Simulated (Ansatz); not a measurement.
## What strain does to SnC3 (ordering on diamond)

SnC3 as one 4-atom ordering (P-4m2) on the diamond lattice, relaxed with r2SCAN in the plane-wave code Ansatz. It is tetragonal, P-4m2 (No. 115); a = 2.979 Å, c = 4.644 Å in the conventional setting, 10.30 Å³ an atom. Around C lie 2 C at 1.71 Å and 2 Sn at 2.11 Å; around C lie 4 C at 1.71 Å; around Sn lie 4 C at 2.11 Å and 4 Sn at 2.98 Å.

The axes x, y and z are those of this cell:
```
CELL_PARAMETERS angstrom
2.97889 0.00000 0.00000
0.00000 2.97889 0.00000
0.00000 0.00000 4.64352
ATOMIC_POSITIONS crystal
C 0.50000 0.00000 0.82036
C 0.50000 0.50000 0.00000
C 0.00000 0.50000 0.17964
Sn 0.00000 0.00000 0.50000
```

Unstrained: The PBE gap is indirect, 0.336 eV (Γ to R), below the direct gap of 0.618 eV at Γ. r2SCAN gives an indirect gap of 0.398 eV, from Γ to R; the least direct gap is 0.766 eV at Γ. The HSE06 gap is indirect, 1.133 eV (Γ to R), below the direct gap of 1.518 eV at Γ. Meshes: PBE 8×8×6, r2SCAN 8×8×6, HSE06 6×6×4. Strains are changes of length per length, and xy shears are angles. After each strain the atoms were relaxed again with r2SCAN within the symmetry that the strain leaves, so tilts or polar shifts that break it weren't tested; points keep the names that they have in the unstrained zone. (Calculated; spin-unpolarised; the phase may be known or hypothetical.)

Changes of the least gap in eV (an overlap counts as a negative gap):

| strain | volume change (%) | space group | PBE | r2SCAN | HSE06 | energy rise, r2SCAN (meV/atom) |
| --- | --- | --- | --- | --- | --- | --- |
| xy shear, engineering strain (angle) -0.8 % | 0.0 | C222 | -0.028 | -0.030 | -0.032 | 0.2 |
| epitaxial +4.0 % in the xy plane, free normal strain -1.91 % | +6.1 | P-4m2 | +0.009 | -0.020 | +0.045 | 36.3 |

Xy shear, engineering strain (angle) -0.8 %. HSE06: the gap goes from 1.133 to 1.101 eV (-0.032 eV). Stress change with r2SCAN, compression positive: xx 0.00, yy 0.00, zz +0.01, xy +0.70 GPa.

Epitaxial +4.0 % in the xy plane, free normal strain -1.91 %. HSE06: the gap goes from 1.133 to 1.178 eV (+0.045 eV). Stress change with r2SCAN, compression positive: xx -13.06, yy -13.06, zz +0.01 GPa.

Spin-orbit coupling is left out, which matters wherever the heavy atoms make up the band edges.

The meshes of the hybrids are coarse, so their gaps aren't converged to the digits shown.
